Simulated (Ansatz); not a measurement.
A geometry of CeO2 away from equilibrium: the start of the relaxation of a generated trial cell of CeO2 in the alpha-cristobalite structure type. All values below come from PBEsol (plane waves to 420 eV, PAW, scalar-relativistic; Ansatz, a quantum-chemistry and plane-wave program). Γ-centred k-mesh 3×3×2 on the run's cell (coarser than for final values), Fermi–Dirac smearing 0.05 eV.

```xyz
12
Lattice="6.2901 0.0000 0.0000 0.0000 6.2901 0.0000 0.0000 0.0000 8.7434" Properties=species:S:1:pos:R:3:forces:R:3 pbc="T T T" free_energy=-30440.295 pressure_GPa=7.1
Ce     1.9166     1.9166     0.0000    0.0493    0.0493    0.0000
Ce     5.0617     1.2285     6.5575    0.0493   -0.0493    0.0000
Ce     1.2285     5.0617     2.1858   -0.0493    0.0493    0.0000
Ce     4.3735     4.3735     4.3717   -0.0493   -0.0493    0.0000
O      1.4977     0.6976     1.5965   -0.0598    0.4947    0.3451
O      4.6427     2.4475     4.9610   -0.0598   -0.4947   -0.3451
O      1.6474     3.8426     0.5893    0.0598    0.4947   -0.3451
O      4.7925     5.5926     5.9682    0.0598   -0.4947    0.3451
O      5.5926     4.7925     2.7751   -0.4947    0.0598   -0.3451
O      2.4475     4.6427     3.7824   -0.4947   -0.0598    0.3451
O      3.8426     1.6474     8.1541    0.4947    0.0598    0.3451
O      0.6976     1.4977     7.1468    0.4947   -0.0598   -0.3451
```

Positions in Å, forces in eV/Å, free energy of the cell in eV (comparable only within this code, potentials and settings). Largest force: 0.61 eV/Å, on O5, O6, O7, O8, O9, O10, O11, O12 (atoms numbered as listed); the geometry lies 0.09 eV/atom above the end of its relaxation.

Spin-polarised start, with parallel moments on Ce.

No spin polarisation in the result: the starting moments vanished. No Hubbard U is applied. The 4f state was not searched, so a lower electronic state may exist.

The run could not lose the symmetry of its start: the end is stationary, and may be a saddle point rather than a minimum.

The end of the path is a generated cell of CeO2: the first start was made by placing the elements on the sites of a structure type, and the end was not matched to a known phase here, so it may be hypothetical. Known forms of CeO2 include space group No. 225.
